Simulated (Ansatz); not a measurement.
BeSe:
```
BeSe
1.0
    0.00000     2.56446     2.56446
    2.56446     0.00000     2.56446
    2.56446     2.56446     0.00000
Se Be
1 1
Direct
  0.75000   0.75000   0.75000
  0.00000   0.00000   0.00000
```

DFT-PBEsol in the program Ansatz with PAW potentials gives a gap of 2.47 eV without spin–orbit coupling, maximum at Γ, minimum at X.

**Question.** What happens when spin–orbit coupling is switched on?

**Answer.** The gap falls by 0.15 eV, to 2.32 eV; maximum at Γ, minimum at X.

**Question.** How large is the spin–orbit splitting of the valence top at Γ?

**Answer.** The fourfold level lies 0.45 eV above the split-off pair.

**Question.** Give the electron effective mass with spin–orbit coupling.

**Answer.** 0.26, 0.26, 0.84 mₑ (principal values).

**Question.** Give the hole effective mass with spin–orbit coupling, band 1 of 2 at the edge.

**Answer.** 0.44 along [100], 0.85 along [110], 1.1 along [111] (mₑ).

**Question.** Give the hole effective mass with spin–orbit coupling, band 2 of 2 at the edge.

**Answer.** 0.27 along [100], 0.21 along [110], 0.20 along [111] (mₑ).

Space group F-43m (zinc blende). The PBEsol relaxation kept the symmetry of its start.

Potentials: the later of the program's two PAW sets.
